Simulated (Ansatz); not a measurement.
TiGa₃:
```xyz
4
Lattice="-1.8806 1.8806 4.3658 1.8806 -1.8806 4.3658 1.8806 1.8806 -4.3658" Properties=species:S:1:pos:R:3 pbc="T T T"
Ga     0.0000     0.0000     4.3658
Ga     0.0000     1.8806     2.1829
Ga     1.8806     0.0000     2.1829
Ti     0.0000     0.0000     0.0000
```

Relaxed with r²SCAN.

Task: Map the electron localisation function on the plane through (0.500, 0.500, 0.000) spanned by u = [0, 0, 1] and v = [1, -1, 0] in lattice vectors, from r²SCAN (plane waves, PAW; program Ansatz).

Result: x is the fraction of u, y of v (the angle between them is 90°; rows are the nearest grid lines); atoms in the plane: Ga at (0.00, 0.00), Ga at (0.50, 0.25), Ga at (0.50, 0.75), Ti at (0.00, 0.50).
```
|900122223344444443322221009|
|000122233333333333332221000|
|001222333332222233333222100|
|233333433221101122334333332|
|333344432210000012234443333|
|444444432210010012234444444|
|222333432210060012234333222|
|111113443210000012344311111|
|321001343221000122343100123|
|666410134332222233431014666|
|246631124443333344421136642|
|015641124444444444421146510|
|015641124444444444421146510|
|246631124443333344421136642|
|666410134332222233431014666|
|321001343221000122343100123|
|111113443210000012344311111|
|222333432210060012234333222|
|444444432210010012234444444|
|333344432210000012234443333|
|233333433221101122334333332|
|001222333332222233333222100|
|000122233333333333332221000|
|900122223344444443322221009|
```
Scale: ten equal steps from 0.007 (start of '0') to 1.00 (end of '9'), in the order '0123456789'; x runs from 0.000 to 1.00, y from 0.000 (bottom) to 1.00 (top).

The density is the valence pseudo-density with augmentation charge, so density and ELF within about 1 Å of a nucleus are not all-electron values.

Space group I4/mmm. The workflow started from an entry of the Crystallography Open Database (COD). Its standing as an ambient phase is unchecked. The r²SCAN relaxation kept the symmetry of its start; its stability against distortions is not shown here. The run is not spin-polarised.

Potentials: the later of the program's two PAW sets.
